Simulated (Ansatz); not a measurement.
**Hf2N: how the free axis answers a strain**

Hf2N, P4_2/mnm, a = 5.296 Å, c = 3.227 Å. The structure is a Materials Project entry; whether it is the stable form wasn't checked. Ansatz: PBEsol, PAW, 420 eV, Γ-centred 8×8×12 mesh on 6 atoms, Gaussian smearing 0.10 eV; no spin polarisation. Series: uniaxial strain along c, with a, b and atoms relaxed; x is the strain in per cent. y is the change of a in per cent of 5.296 Å.

```tsv
x (%)	y (%)
-3.0	?
-2.0	0.45
-1.0	0.22
0.0	0.00
1.0	-0.22
2.0	-0.44
3.0	-0.66
```

**Question.** Fit y = c1 x + c2 x² to the other rows, say what c1 measures, and predict the missing y.

**Answer.** Least squares on the rows shown. y = −0.2223 x + 0.0008929 x². So −c1 = 0.222 is Poisson's ratio for this pair of axes. At x = -3.0 the fit asked for gives 0.67 %. The run gave 0.68 %, so the fit is 0.01 % too low, a small miss on the scale of the series.

Spin–orbit coupling is left out, which can shift energies with elements as heavy as these.